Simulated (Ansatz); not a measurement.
Values for one crystal, relaxed and computed with plane-wave PAW PBE (Ansatz code); other levels are named.

```yaml
volume_per_atom: 9.63 Å³
electronic_character: metallic (no gap)
Formation energy from the elements (no fitted shifts): -13 kJ/mol of atoms
Density of states at the Fermi level: 0.23 states/eV per atom (mean over ±0.08 eV)
```

**Question.** Which of these materials gives this?
A) SiNi, P6/mmm (Ni on 3f, Si on 1a, Si on 2d)
B) Cu2Te, P-3m1 (Te on 1a, Cu on 2d)
C) NiGe2, P6/mmm (Ni on 1a, Ge on 2d)
D) MgB2, P6/mmm (Mg on 1a, B on 2d)

**Answer.** D, MgB2, P6/mmm (Mg on 1a, B on 2d)

The cell was relaxed with PBE under the symmetry of its start. The references are the lowest solids computed at this level, not always the standard phases.

Potentials: the later of the program's two PAW sets.
